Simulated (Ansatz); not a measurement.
Ti2Pd (MoSi2 or CaC2 type, I4/mmm), plane-wave PAW PBEsol (Ansatz code), all energies at zero smearing, with the estimated change up to a 700 eV cutoff added, with one set of potentials and settings (totals compare only within such a set). Cell of 3 atoms (1 Pd, 2 Ti): -11855.847 eV.

| element | reference phase | E (eV/atom) |
|---|---|---|
| Pd | Fm-3m, 1 atoms in the cell | -6906.6520 |
| Ti | P6/mmm, 3 atoms in the cell | -2473.9117 |

Formation energy per atom, worked out: (-11855.847 − 1×(-6906.6520) − 2×(-2473.9117))/3 = -0.457 eV/atom (-44 kJ per mol of atoms), at 0 K, without zero-point energy or fitted corrections.

The workflow started from an entry of the Crystallography Open Database (COD). Its standing as an ambient phase is unchecked. Symmetry was held in the PBEsol relaxation; its stability against distortions is not shown here. No spin polarisation was allowed. The references are the lowest solids computed at this level, not always the standard phases.

Potentials: the later of the program's two PAW sets.
